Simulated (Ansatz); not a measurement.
Data:

BAs:
```cif
data_As3B3
_chemical_formula_sum 'B3 As3'
_space_group_name_H-M_alt 'P6422'
_space_group_IT_number 181
_space_group_name_Hall 'P 64 2 (0 0 2)'
_cell_length_a 3.45873
_cell_length_b 3.45873
_cell_length_c 7.48156
_cell_angle_alpha 90.000
_cell_angle_beta 90.000
_cell_angle_gamma 120.000
loop_
_atom_site_label
_atom_site_type_symbol
_atom_site_symmetry_multiplicity
_atom_site_Wyckoff_symbol
_atom_site_fract_x
_atom_site_fract_y
_atom_site_fract_z
_atom_site_occupancy
B1 B 3 c 0.50000 0.00000 0.00000 1
As1 As 3 d 0.50000 0.00000 0.50000 1
```

This is the PBE-relaxed structure.

Task: All from plane-wave PAW PBE (Ansatz code), unless another level is named. Predict the formation energy from the elements (no fitted shifts).

Result: 420 meV/atom.

Task: Predict the electron effective mass.

Result: 0.21, 0.33, 0.35 mₑ (principal values).

Task: What about the conduction-band minimum?

Result: at M (3 equivalent valleys).

Task: Predict the weight of the conduction-edge state by species (Voronoi cells).

Result: B 54 %, As 46 %.

Space group P6_422. The start of the workflow was typed in or built on a structure type; neither database checked (COD, Materials Project) lists it. It is not the phase usual at ambient conditions (space group No. 216). The PBE relaxation kept the symmetry of its start; its stability against distortions is not shown here. Its formation energy is positive at this level, so the cell may be metastable or incomplete. The references are the lowest solids computed at this level, not always the standard phases. Scalar-relativistic: spin–orbit coupling is off unless named, which matters more the heavier the elements.

Potentials: the later of the program's two PAW sets.

Edges and masses are those of Kohn–Sham bands, whose gap is no quasiparticle gap.
